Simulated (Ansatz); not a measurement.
All numbers below come from Ansatz 0.2.0, DFT PBE, scalar-relativistic, plane waves, PAW. Settings: cutoff 420 eV, Γ-centred meshes spaced at most about 0.3 Å⁻¹, and about 0.25 Å⁻¹ or finer for metals (2π included), Gaussian smearing. No spin polarisation in the final relaxations.

These are static total energies at zero pressure.

Compare these two cells of Na₂Bi, each relaxed at this level.

A.

```xyz
3
Lattice="-1.8102 2.4516 4.9082 1.8102 -2.4516 4.9082 1.8102 2.4516 -4.9082" Properties=species:S:1:pos:R:3 pbc="T T T"
Na    0.0000    0.0000    6.4816
Na    0.0000    0.0000    3.3349
Bi    0.0000    0.0000    0.0000
```

B.

```xyz
3
Lattice="5.3313 0.0000 0.0000 -2.6656 4.6170 0.0000 0.0000 0.0000 3.5524" Properties=species:S:1:pos:R:3 pbc="T T T"
Na    2.6656    1.5390    2.3609
Na    0.0000    3.0780    1.1915
Bi    0.0000    0.0000    0.0000
```

Question: Which is lower in energy, and by how much?

Answer: A is lower, by 23 meV/atom. A has space group Immm (No. 71), 29.0 Å³/atom and no gap on its mesh; B has space group P-3m1 (No. 164), 29.1 Å³/atom and no gap. Counting all near atoms (those within 1.25 times the shortest distance at each site), A has Na 12, Bi 12 and B has Na 14, Bi 14. In A, around Na lie 1 Na at 3.15 Å, 5 Bi at 3.33–3.43 Å and 6 Na at 3.52–3.62 Å; Bi has 10 Na at 3.33–3.43 Å and 2 Bi at 3.62 Å. In B, Na has 3 Na at 3.29 Å, 3 Bi at 3.30 Å, 2 Na at 3.55 Å, 3 Bi at 3.88 Å and 3 Na at 3.89 Å; Bi is surrounded by 6 Na at 3.30 Å, 2 Bi at 3.55 Å and 6 Na at 3.88 Å. Both come from invented guesses.

These runs have no spin–orbit coupling, which can matter for Bi. Cells relaxed within their symmetry can be saddle points. The Immm cell of Na2Bi came from shaking the P-3m1 one.
